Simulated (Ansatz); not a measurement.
A crystal relaxed with r2SCAN in Ansatz 0.2.0 has space group Amm2 (No. 38) and a = 3.933 Å, b = 7.878 Å, c = 11.152 Å.

```
atom  site       x       y       z
  Ga    2a  0.0000  0.5000  0.4997
  Ga    4e  0.5000  0.7498  0.2501
  In    2a  0.0000  0.5000  0.9993
  Xx    2b  0.5000  0.5000  0.6251
  Xx    4d  0.0000  0.2398  0.8699
  Xx    2b  0.5000  0.5000  0.1360
```

The r2SCAN gap is direct at Γ: 1.48 eV. The HSE06 gap is direct at Γ: 1.94 eV. Meshes: r2SCAN 6×4×4, HSE06 4×2×2. r2SCAN's ε∞ is 9.5, 9.6 and 9.6 along x, y and z.

Question: Which element is Xx?
A. As
B. N
C. P
D. Bi

Answer: C. Xx is P: an ordered 8-atom cell of InGa3P4 on the zincblende lattice (Amm2). Ga is surrounded by 4 P at 2.38–2.41 Å; Ga is surrounded by 4 P at 2.34–2.41 Å; In is surrounded by 4 P at 2.49–2.51 Å; P is surrounded by 4 Ga at 2.41 Å; P is surrounded by 3 Ga at 2.38 Å and 1 In at 2.51 Å; P is surrounded by 2 Ga at 2.34 Å and 2 In at 2.49 Å.

No spin polarisation. The prototype was imposed, so other structures may be more stable.

No spin-orbit coupling is included; it can move band edges with weight on the heavy atoms by tenths of an eV.

The meshes of the hybrids are coarse, so their gaps aren't converged to the digits shown.

For a response run the program warns that the ground state's bands aren't all converged, so ε∞ carries an extra error.
